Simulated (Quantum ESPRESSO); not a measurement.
# Planted mistakes on one cell of Mg3ClFS2

These are calculations, not measurements. They come from pw.x of Quantum ESPRESSO 7.5, a plane-wave density functional program, with PseudoDojo standard norm-conserving files (v0.5 for PBE, v0.4.1 for LDA and PBEsol). The cells are made up: elements, strain and atom displacements were drawn at random, and nothing was relaxed. There is no spin polarisation, spin-orbit coupling or dispersion term.

The cell has 8 sites of a zincblende or diamond lattice. Sites 1 to 4 hold Mg Mg empty Mg; sites 5 to 8 hold Cl F S S. Cell vectors in Å: (5.375, 0.034, -0.044); (0.034, 5.324, 0.019); (-0.044, 0.019, 5.252). Settings: PBE, cutoff 1143 eV, 4 x 4 x 4 k mesh shifted by half a step, Fermi-Dirac smearing of 0.025 eV.

The intended run has a self-consistency threshold of 1e-07 eV, a smearing term of 0.000 eV, a pressure of 5.41 GPa and 10 iterations. Each further run changes one thing: all lengths scaled by 0.9800; atoms of sites 4 and 6 exchanged; cutoff 704 eV; files of LDA; k mesh 1 x 1 x 1; one electron removed; smearing 0.69 eV; threshold 0.05 eV. A coarse mesh keeps the shift, and a charged cell sits in a uniform background.

```
run  change of free energy (eV)  smearing term -TS (eV)  change of P (GPa)  largest change of a force component (eV/Å)  iterations
  A                       8.635                   0.000              -3.49                                       0.171          10
  B                       8.863                   0.000             -56.16                                       0.066          10
  C                       1.225                   0.000               2.30                                       0.299          10
  D                      -3.192                  -0.011              -8.99                                       1.200          11
  E                       0.010                   0.000               0.05                                       0.036           4
  F                       8.178                  -0.009               5.06                                       4.380          12
  G                      -0.310                  -1.204               0.59                                       0.323          10
  H                       0.416                   0.000               4.46                                       0.504           9
```

A rerun of the intended cell at 1437 eV and k mesh 6 x 6 x 6 moved values by no more than 0.003 eV in the cell's energy, 0.02 GPa in stress and 0.011 eV/Å in force.

Question: which change belongs to which run?

## Worked reading

Run E has the fewest iterations, as a run stopped early does. Run G has the largest smearing term, as wide smearing gives. Run B has a higher energy and the largest fall in pressure, as too small a basis gives. Run H changes the volume by a factor of 0.9412; minus its pressure change over the logarithm of that factor, 74 GPa, is a rough bulk modulus with clamped atoms. Energies from files of another functional, or of a charged cell, have another zero and say nothing on stability; the pressure of a charged cell rests on the program's zero of potential too.

## Key

```
run                            change
  A                      files of LDA
  B                     cutoff 704 eV
  C                  k mesh 1 x 1 x 1
  D              one electron removed
  E                 threshold 0.05 eV
  F  atoms of sites 4 and 6 exchanged
  G                  smearing 0.69 eV
  H      all lengths scaled by 0.9800
```